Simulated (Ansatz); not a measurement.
This guess for WSe4 is about to be relaxed.

```
CELL_PARAMETERS angstrom
5.22065 0.00000 0.00000
0.00000 5.22065 0.00000
0.00000 0.00000 5.22065
ATOMIC_POSITIONS crystal
W 0.00000 0.00000 0.00000
Se 0.25000 0.25000 0.25000
Se 0.75000 0.75000 0.25000
Se 0.25000 0.75000 0.75000
Se 0.75000 0.25000 0.75000
```

These are results of DFT PBE, scalar-relativistic, plane waves, PAW (Ansatz), not measurements. Cutoff 420 eV, Gaussian smearing, Γ-centred meshes. Cell and atoms relax first on a coarse mesh and then on a finer one. In between, the cell is made exact in the group found at 0.06 Å. In metals the finer mesh still leaves noise of several meV/atom or more. The steps can't lower the symmetry of their start. No spin polarisation.

A guess keeps its type if space group and coordination stay and the shape of the cell changes little (axis ratios within about 15 %, angles within 6°); the volume may change.

Question: Does it keep its structure type, or change into something else?

Answer: It keeps its type. The symmetry stays P-43m (No. 215). The volume per atom grows by 14.4 %, from 28.5 to 32.6 Å³. The shortest distance goes from 2.26 Å (W–Se) to 2.32 Å (W–Se). Counting neighbours within 15 % of an atom's shortest distance, the start has Se 1, W 4 and the end Se 1, W 4.

The last run used an 8×8×8 mesh for its 5-atom cell and Gaussian smearing of 0.10 eV. No dispersion correction is applied, so the spacing and binding between layers, chains or molecules are poorly described. These runs have no spin–orbit coupling, which can matter for W. The cell is a metal run without spin; a magnetic state may lie lower. A structure relaxed within its symmetry needn't be a true minimum.
